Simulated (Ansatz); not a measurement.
Relaxed-ion elastic tensor of Al (fcc (Cu type), space group No. 225) in GPa (Voigt order), the program Ansatz at the PBEsol level (PAW); density 2.77 g/cm³, 16.17 Å³ per atom.

```json
[
 {"": "1", "1": "119", "2": "64.1", "3": "64.1", "4": "0.0", "5": "0.0", "6": "0.0"},
 {"": "2", "1": "64.1", "2": "119", "3": "64.1", "4": "0.0", "5": "0.0", "6": "0.0"},
 {"": "3", "1": "64.1", "2": "64.1", "3": "119", "4": "0.0", "5": "0.0", "6": "0.0"},
 {"": "4", "1": "0.0", "2": "0.0", "3": "0.0", "4": "36.6", "5": "0.0", "6": "0.0"},
 {"": "5", "1": "0.0", "2": "0.0", "3": "0.0", "4": "0.0", "5": "36.6", "6": "0.0"},
 {"": "6", "1": "0.0", "2": "0.0", "3": "0.0", "4": "0.0", "5": "0.0", "6": "36.6"}
]
```

Q: Is the crystal mechanically stable?

A: Yes: the smallest eigenvalue of C is 36.6 GPa.

Q: Work out the Voigt, Reuss and Hill averages.

A: K_V = 82.4, K_R = 82.4, K_H = 82.4; G_V = 33.0, G_R = 32.3, G_H = 32.7 GPa.

Q: Give Young's modulus, Poisson's ratio, Pugh's ratio and the universal anisotropy index.

A: E = 9KG/(3K + G) = 86.6 GPa; ν = 0.32; K/G = 2.52 (ductile by the Pugh limit of 1.75); A_U = 5G_V/G_R + K_V/K_R − 6 = 0.10.

Q: Estimate the sound speeds and the Debye temperature.

A: v_l = √((K + 4G/3)/ρ) = 6740 m/s, v_t = √(G/ρ) = 3430 m/s, mean 3850 m/s; Θ = (h/k)(3n/4πV)^(1/3) v_m = 453 K.

Q: Give the Zener ratio and Young's modulus along [100], [110] and [111].

A: A = 2C44/(C11 − C12) = 1.33; 1/E = S11 − 2(S11 − S12 − S44/2)Γ with Γ = 0, 1/4, 1/3 gives 74.3, 89.3, 95.7 GPa.

Q: Solve the Christoffel equation for the three sound speeds along [100], [110], [111].

A: Eigenvalues of C_ijkl n_j n_l equal ρv². In km/s, slowest first: [100] 3.64, 3.64, 6.56; [110] 3.15, 3.64, 6.80; [111] 3.32, 3.32, 6.88.

Space group Fm-3m (fcc (Cu type)). Symmetry was held in the PBEsol relaxation. As this level gives no gap, shear constants depend on the k-mesh and smearing (Fermi–Dirac, 0.1 eV here).

Potentials: the later of the program's two PAW sets.
